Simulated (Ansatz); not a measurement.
**CaAs2F12 — ⁷⁵As nuclear quadrupole resonance**

Cell: a Materials Project structure (computed, not necessarily an observed phase), taken as it stands.

```cif
data_CaAs2F12
_symmetry_space_group_name_H-M 'P-4m2'
_symmetry_Int_Tables_number 115
_cell_length_a 5.3380
_cell_length_b 5.3380
_cell_length_c 7.5320
_cell_angle_alpha 90.000
_cell_angle_beta 90.000
_cell_angle_gamma 90.000
loop_
_atom_site_label
_atom_site_type_symbol
_atom_site_symmetry_multiplicity
_atom_site_Wyckoff_symbol
_atom_site_fract_x
_atom_site_fract_y
_atom_site_fract_z
Ca Ca 1 a 0.0000 0.0000 0.0000
As As 2 g 0.0000 0.5000 0.2491
F4 F 8 l 0.2632 0.2249 0.7682
F8 F 2 g 0.0000 0.5000 0.4739
F10 F 2 g 0.0000 0.5000 0.0109
```

One atom of each set is listed.

Computed with Ansatz: DFT, PBE, plane waves and PAW, scalar-relativistic, 420 eV cutoff, Γ-centred 4×4×3 k-points, Fermi–Dirac smearing 0.02 eV.

⁷⁵As: I = 3/2, Q = 311.0 mb (year-2017 value). Static lattice, zero field.

Question: At which frequencies do the ⁷⁵As NQR lines lie?

Answer: For I = 3/2 there is one line, ν = (|C_Q|/2)(1 + η²/3)^½.

| site | atoms | V_zz (10²¹ V/m²) | C_Q (MHz) | η | line frequencies (MHz) |
| --- | --- | --- | --- | --- | --- |
| As | 2 | 1.91 | 14.4 | 0.63 | 7.65 |

At this cell the principal stresses reach 5 GPa in size with PBE, which can matter for small gradients. The largest force is 0.5 eV/Å, so the atoms aren't at the calculated equilibrium and relaxing them would move these values. A computed database structure should lie near equilibrium, so this entry is doubtful.
